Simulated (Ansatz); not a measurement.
## Magnetic order of Mn3O4 at several levels

```
Mn O
1.0
    -2.88250    2.88250    4.72100
     2.88250   -2.88250    4.72100
     2.88250    2.88250   -4.72100
Mn O
6 8
Direct
  0.00000 0.00000 0.00000
  0.75000 0.25000 0.50000
  0.87500 0.62500 0.25000
  0.37500 0.62500 0.25000
  0.37500 0.62500 0.75000
  0.37500 0.12500 0.75000
  0.60610 0.38390 0.22220
  0.13390 0.41170 0.27780
  0.16170 0.38390 0.77780
  0.13390 0.85610 0.72220
  0.14390 0.86610 0.27780
  0.61610 0.39390 0.77780
  0.58830 0.86610 0.72220
  0.61610 0.83830 0.22220
```

The same starts (parallel, antiparallel patterns that fit this cell, and no moments) were run with plane-wave PAW DFT (Ansatz 0.2.0; atoms fixed, collinear spin, no spin-orbit coupling; 5×5×5 Γ-centred mesh, fermi-dirac occupations of width 0.050 eV) at these levels: r2SCAN, 500 eV; r2SCAN with U_eff = 2.7 eV on Mn d (all-electron-ortho-atomic projectors), 500 eV.

Question: How do order, exchange and moments depend on the level?

Answer: The runs give, at zero smearing:

| level | lowest state | mean moment on Mn (μB) | parallel less best compensated antiparallel (meV per Mn) | gain over no moments (meV per Mn) |
| --- | --- | --- | --- | --- |
| r2SCAN | antiparallel, compensated | 3.50 | +83 | 2767 |
| r2SCAN + U | antiparallel, compensated | 3.61 | +34 | 3704 |

Site moments are taken in small spheres that don't touch (radius about 0.4 of the atom's shortest bond), so those of the magnetic atoms read low. Both levels favour antiparallel moments: the difference runs from +34 to +83 meV per Mn. The U weakens the coupling, as expected where exchange goes by hopping and scales with the inverse of the on-site repulsion.

The cell is that of a Crystallography Open Database entry, unchanged.

Caveats: only orders that fit this cell were tried, so the true order may need a larger cell or canted moments; atoms and cell are held at the entry's values; differences under about 5 meV per magnetic atom weren't tested against a denser mesh or another U, and are taken as unresolved; the U is a value in common use, not computed for this crystal; the state without moments isn't the paramagnet, so the last column is no ordering energy, and a U inflates it; the nearest magnetic atoms form triangles, which frustrates antiparallel coupling, so the true order may be non-collinear or need another cell.
